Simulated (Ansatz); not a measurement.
A relaxed cell of Ba5HfO2 is given with its symmetry left out. The cell was found from a proposed guess, not taken from experiment.

These are results of DFT PBE, scalar-relativistic, plane waves, PAW in Ansatz 0.2.0, not measurements. Cutoff 420 eV, Γ-centred mesh, Gaussian smearing, no spin polarisation.

```
Ba Hf O
1.0
     3.91889    0.00000    0.00000
    -1.95945    3.39386    0.00000
     0.00000    0.00000   19.99386
Ba Hf O
5 1 2
Direct
  0.00000 0.00000 0.50000
  0.66667 0.33333 0.34383
  0.33333 0.66667 0.65617
  0.33333 0.66667 0.13622
  0.66667 0.33333 0.86378
  0.00000 0.00000 0.00000
  0.66667 0.33333 0.58612
  0.33333 0.66667 0.41388
```

Formation energies are uncorrected and refer to the elements' standard structures at the same level (O₂ as a molecule).

(1) What space group does it have?

(2) What is its formation energy per atom?

(3) Is it a metal?

Results:

(1) P-3m1 (No. 164). Conventional cell: a = 3.919 Å, c = 19.994 Å. Ba on a site of symmetry -3m has 6 O at 2.84 Å and 12 Ba at 3.86–3.92 Å; Ba on a site of symmetry 3m is surrounded by 3 O at 2.66 Å, 9 Ba at 3.86–3.92 Å, 3 Ba at 4.73 Å and 4 O at 4.74–4.84 Å; Hf has 6 Ba at 3.54 Å and 6 Hf at 3.92 Å; O has 3 Ba at 2.66 Å and 3 Ba at 2.84 Å; 1 more site not described.

(2) −0.97 eV/atom.

(3) Yes, bands cross the Fermi level on the 12×12×2 mesh.

The last run used a 12×12×2 mesh (in the run's order of axes) for its 8-atom cell and Gaussian smearing of 0.10 eV. These runs have no spin–orbit coupling, which can matter for Hf. The cell is a metal run without spin; a magnetic state may lie lower. Symmetry constrained the relaxation, so the result can be a saddle point. Another cell of the same search, in C2, lies 176 meV/atom lower, so this cell isn't the stable form at this level.
